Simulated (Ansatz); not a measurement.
La vacancy in LaGa3Pd, calculated

All numbers are calculated (PBEsol, no spin polarisation, no spin-orbit coupling; Ansatz, PAW set soft_2, 420 eV, k-mesh 3×3×3), not measured.

The relaxed host crystal (no gap at this level of theory):

```xyz
5
Lattice="-2.1333 2.1333 5.2626 2.1333 -2.1333 5.2626 2.1333 2.1333 -5.2626" Properties=species:S:1:pos:R:3 pbc="T T T"
Ga    0.0000    0.0000    6.5056
Ga    0.0000    0.0000    4.0196
Ga    0.0000    2.1333    2.6313
La    0.0000    0.0000    0.0000
Pd    2.1333    0.0000    2.6313
```

Supercell of 25 atoms, rows of the matrix [[0,1,2],[2,0,1],[-1,1,-1]] times the cell vectors; La vacancy at (0.000, 0.000, 0.000) in fractions of the cell above. Atoms are relaxed at the host's cell. The cell loses 1 of its 5 La, so this is a heavily defective crystal.

Q: How does the lattice relax around the defect?

A: Distances from the empty La site (Å), by shell of the perfect crystal:

| shell | perfect crystal | relaxed, charge 0 |
| --- | --- | --- |
| 8 Ga | 3.26 | 3.27 (3.24 to 3.29) |

```csv
charge,gap of the cell on the mesh (eV)
0,0.00
```

Formation energy of the neutral defect: 4.27 eV, taking atoms from and to the elements' standard states (no corrections for gases), so it belongs to those chemical potentials alone.

Caveats: small supercell, so energies and levels can be off by tenths of an eV; the atoms kept the symmetry of the start, so a distorted state could lie lower.
